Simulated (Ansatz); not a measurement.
Here is an unrelaxed guess for W2Cl3.

```
CELL_PARAMETERS angstrom
3.54783 0.00000 0.00000
-1.77391 3.07251 0.00000
0.00000 0.00000 11.35304
ATOMIC_POSITIONS crystal
W 0.00000 0.00000 0.00000
W 0.00000 0.00000 0.50000
Cl 0.33333 0.66667 0.12000
Cl 0.33333 0.66667 0.62000
Cl 0.66667 0.33333 0.38000
```

Theory: DFT PBE, scalar-relativistic, plane waves, PAW in Ansatz 0.2.0. Cutoff 420 eV; k points 6×6×2 on the computed 5-atom cell (Γ-centred); Gaussian smearing, width 0.10 eV; no spin polarisation.

Formation energies are uncorrected and refer to the elements' standard structures at the same level (Cl₂ as a molecule).

Q: How far from equilibrium is it?

A: The pressure is -6.5 GPa (the mean over three directions, positive in compression), the largest force is 1.01 eV/Å, and the energy is +0.74 eV/atom against the elements. The shortest distance is 2.46 Å.

Q: Is it a good guess?

A: A rough one: relaxing gains about 0.53 eV/atom (the start's value is from the coarse mesh, so the gain is rough) in 20 ionic steps and ends at +0.21 eV/atom on the finer mesh. The symmetry stays P3m1 (No. 156). The volume per atom shrinks by 12.9 %, from 24.8 to 21.6 Å³. The shortest distance stays 2.46 Å (W–Cl). The ratio c/a of the conventional cell changes by a factor of 1.41. Conventional cell: a = 3.022 Å, c = 13.628 Å. Around W on its first site lie 3 Cl at 2.46 Å and 6 W at 3.02 Å; W on its second site has 6 Cl at 2.48–2.51 Å and 6 W at 3.02 Å; Cl on its first site has 3 W at 2.46 Å and 6 Cl at 3.02 Å; 2 more sites not described.

The last run used a 12×12×4 mesh (in the run's order of axes) for its 5-atom cell and Gaussian smearing of 0.10 eV. No dispersion correction is applied, so the spacing and binding between layers, chains or molecules are poorly described. These runs have no spin–orbit coupling, which can matter for W. An odd number of electrons in the primitive cell allows no gap without spin; a larger cell or a magnetic state could open one. The cell is a metal run without spin, though a test with spin on the coarse mesh kept 1.9 μB a cell, so a magnetic state probably lies lower. The relaxation can't lower the symmetry of the start, and the grade says only how near the guess is to its own end. Symmetry constrained the relaxation, so the result can be a saddle point.
